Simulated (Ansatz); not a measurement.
# BiTe: energy along a strain

BiTe, R-3m, a = 4.845 Å, c = 9.952 Å (as given, not relaxed at this level: 0.0 GPa). The structure is a Materials Project entry; whether it is the stable form wasn't checked. Ansatz: PBE, PAW, 420 eV, Γ-centred 12×12×12 mesh on 2 atoms, Gaussian smearing 0.15 eV; no spin polarisation. Cell vectors (Å): 2.423 1.399 3.317; -2.423 1.399 3.317; 0.000 -2.798 3.317. The cell is strained by x per cent times the pattern (0 0 1 0 0 0) in the order xx yy zz yz xz xy (engineering shears), with fractional coordinates held. y is the free energy over the start, V0 = 33.725 Å³/atom.

| x (%) | y (meV/atom) |
| --- | --- |
| -6.00 | 17.23 |
| -4.50 | 9.47 |
| -3.00 | 4.09 |
| -1.50 | 0.98 |
| 0.00 | 0.00 |
| 1.50 | 0.97 |
| 3.00 | 3.64 |
| 4.50 | 7.75 |
| 5.25 | ? |
| 6.00 | 13.08 |

Question: Fit y = c1 x + c2 x² + c3 x³ to the other rows, get the stiffness along the pattern, and predict the missing energy.

Answer: Least squares on the rows shown. y = 0.013777 x + 0.42235 x² − 0.010006 x³. The clamped-ion stiffness p·C·p = 2 × 4.223 eV × 160.2 / 33.725 Å³ = 40 GPa, which is C33 in these axes; c1 is there for the stress left in the start, which by itself gives a slope of 0.02 meV/atom per %. At x = 5.25 the fit asked for gives 10.27 meV/atom. The run gave 10.27 meV/atom, the same to the digits shown.

Spin–orbit coupling is left out, which can shift energies with elements as heavy as these.